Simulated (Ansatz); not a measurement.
An Ansatz (a first-principles code) input:

Ansatz 0.2 input:
```yaml
crystal:
  lattice:
    - [4.8368672403, 0.0, 0.0]
    - [0.0, 4.8368672403, 0.0]
    - [0.0, 0.0, 4.8368672403]
  atoms:
    - { symbol: O, position: [0.5, 0.5, 0.5] }
    - { symbol: Pb, position: [0.0, 0.0, 0.0] }
    - { symbol: Ca, position: [0.0, 0.5, 0.5] }
    - { symbol: Ca, position: [0.5, 0.0, 0.5] }
    - { symbol: Ca, position: [0.5, 0.5, 0.0] }
kpoints:
  mp_grid: { grid: [5, 5, 5] }
hamiltonian:
  xc: r2scan
  pseudopotentials: { kind: paw }
scf:
  occupations: { method: fixed }
output:
  optics: { e_range: [0.0, 15.0], de: 0.05, sigma: 0.1, bands: { spectra_wanted_up_to: 12 eV } }
```

Q: How many symmetry operations and irreducible k-points will the run report?

A: 48 operations, 10 of 125 k-points.

Q: With a cutoff of 500 eV, how many plane waves at Γ?

A: 2897.

It took about 90 core-seconds (a rough figure) on shared server cores.

Space group Pm-3m (anti-perovskite). The workflow started from an entry of the Crystallography Open Database (COD). Its standing as an ambient phase is unchecked. Symmetry was held in the r²SCAN relaxation; its stability against distortions is not shown here. Scalar-relativistic: spin–orbit coupling is off unless named, which matters more the heavier the elements.

Potentials: the later of the program's two PAW sets.

Ansatz is a plane-wave DFT program.
